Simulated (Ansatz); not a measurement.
Input:

ZrNi$_{2}$:
```cif
data_Ni4Zr2
_chemical_formula_sum 'Zr2 Ni4'
_space_group_name_H-M_alt 'P 1'
_space_group_IT_number 1
_cell_length_a 4.88855
_cell_length_b 4.88855
_cell_length_c 4.88855
_cell_angle_alpha 60.000
_cell_angle_beta 60.000
_cell_angle_gamma 60.000
loop_
_space_group_symop_operation_xyz
  'x, y, z'
loop_
_atom_site_label
_atom_site_type_symbol
_atom_site_fract_x
_atom_site_fract_y
_atom_site_fract_z
_atom_site_occupancy
Zr1 Zr 0.50000 0.50000 0.50000 1
Zr2 Zr 0.75000 0.75000 0.75000 1
Ni1 Ni 0.12500 0.12500 0.12500 1
Ni2 Ni 0.62500 0.12500 0.12500 1
Ni3 Ni 0.12500 0.12500 0.62500 1
Ni4 Ni 0.12500 0.62500 0.12500 1
```

This is the r²SCAN-relaxed structure.

**Question.** All from r²SCAN in the plane-wave PAW code Ansatz, unless another level is named. Give the formation energy from the elements (no fitted shifts).

**Answer.** -0.39 eV/atom.

**Question.** What about the density of states at the Fermi level?

**Answer.** 1.0 states/eV per atom (mean over ±0.08 eV).

**Question.** Give the gap with spin–orbit coupling.

**Answer.** none (metallic).

Space group Fd-3m (cubic Laves (MgCu2 type)). The workflow started from an entry of the Crystallography Open Database (COD). Whether it is the stable phase at ambient conditions was not checked. Symmetry was held in the r²SCAN relaxation; its stability against distortions is not shown here. The workflow began spin-polarised and lost its moments. The references are the lowest solids computed at this level, not always the standard phases. Scalar-relativistic: spin–orbit coupling is off unless named, which matters more the heavier the elements.

Potentials: the later of the program's two PAW sets.
